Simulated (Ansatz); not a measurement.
BaZrO3 (cubic perovskite): values from a third-order Birch-Murnaghan fit to a volume scan beside measured ones. Computed values: r2SCAN (plane waves to 500 eV, PAW, scalar-relativistic; Ansatz, a first-principles code). BaZrO3 is run without spin polarisation. BaZrO3 was relaxed with its symmetry unable to fall.

```csv
quantity,reference,kind,r2SCAN,difference
Lattice constant a (Å),4.191,"measured, room temperature or unstated",4.205,+0.3 %
Bulk modulus B₀ (GPa),189,"measured, room temperature or unstated",163,-13.7 %
```

References as given in: Evaestov, Robert A, (2010), arXiv:1010.1170; M. Sepliarsky, R. Machado, S. Tinte et al., Physical Review B (2023), arXiv:2212.03924. Values not taken to low temperature hold thermal and zero-point shifts that a static calculation lacks, so small differences there are no errors of the method.

(Under strain, the slope of the energy per volume gives the stress and its curvature an elastic modulus.)
